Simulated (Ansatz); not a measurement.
HfRh3:
```yaml
crystal:
  lattice:
    - [3.91623, 0.00000, 0.00000]
    - [0.00000, 3.91623, 0.00000]
    - [0.00000, 0.00000, 3.91623]
  atoms:
    - { symbol: Rh, position: [0.00000, 0.50000, 0.50000] }
    - { symbol: Rh, position: [0.50000, 0.00000, 0.50000] }
    - { symbol: Rh, position: [0.50000, 0.50000, 0.00000] }
    - { symbol: Hf, position: [0.00000, 0.00000, 0.00000] }
```

Relaxed with r²SCAN.

Task: Map the electron localisation function on the plane through (0.000, 0.500, 0.500) spanned by u = [1, 1, 0] and v = [1, 0, 1] in lattice vectors, from plane-wave PAW r²SCAN (Ansatz code).

Result: x is the fraction of u, y of v (the angle between them is 60°; rows are the nearest grid lines); atoms in the plane: Rh at (0.00, 0.00), Rh at (0.50, 0.00), Rh at (0.00, 0.50), Hf at (0.50, 0.50).
```
|@%%#=..:..=#%%@%%#=..:..=#%%@|
|%%%#+:.::.:+#%%%%%+:....:+%%%|
|%%%%*-..:..-*%%%%%*-..:..-*%%|
|=+**+=:.:::.:=+**+=:...:...:=|
|.:-==-::::::::-==-:...::::...|
|....::::.. ..::::.....::.::..|
|::...::.      .::...::......:|
|...:::.  .-==-.  .:::...:--:.|
|=:..::   -*%%%*-   ::..:=+*+=|
|#+-..:.  =%@@@@%=  .:..-+#%%#|
|%#*=::.  =%@@@@@%=  .::=*#%%%|
|%%%*=::  -%@@@@@@%-  ::=*%%%%|
|%%%%*=::  -%@@@@@@%-  ::=*%%%|
|%%%#*=::.  =%@@@@@%=  .::=*#%|
|#%%#+-..:.  =%@@@@%=  .:..-+#|
|=+*+=:..::   -*%%%*-   ::..:=|
|.:--:...:::.  .-==-.  .:::...|
|:......::...::.      .::...::|
|..::.::.....::::.. ..::::....|
|...::::...:-==-::::::::-==-:.|
|=:...:...:=+**+=:.:::.:=+**+=|
|%%*-..:..-*%%%%%*-..:..-*%%%%|
|%%%+:....:+%%%%%#+:.::.:+#%%%|
|@%%#=..:..=#%%@%%#=..:..=#%%@|
```
Scale: ten equal steps from 0.127 (start of ' ') to 0.846 (end of '@'), in the order ' .:-=+*#%@'; x runs from 0.000 to 1.00, y from 0.000 (bottom) to 1.00 (top).

The density is the valence pseudo-density with augmentation charge, so density and ELF within about 1 Å of a nucleus are not all-electron values.

Space group Pm-3m (Cu3Au type). The workflow started from an entry of the Crystallography Open Database (COD). Its standing as an ambient phase is unchecked. Symmetry was held in the r²SCAN relaxation; its stability against distortions is not shown here. No spin polarisation was allowed. Scalar-relativistic: spin–orbit coupling is off unless named, which matters more the heavier the elements.

Potentials: the later of the program's two PAW sets.
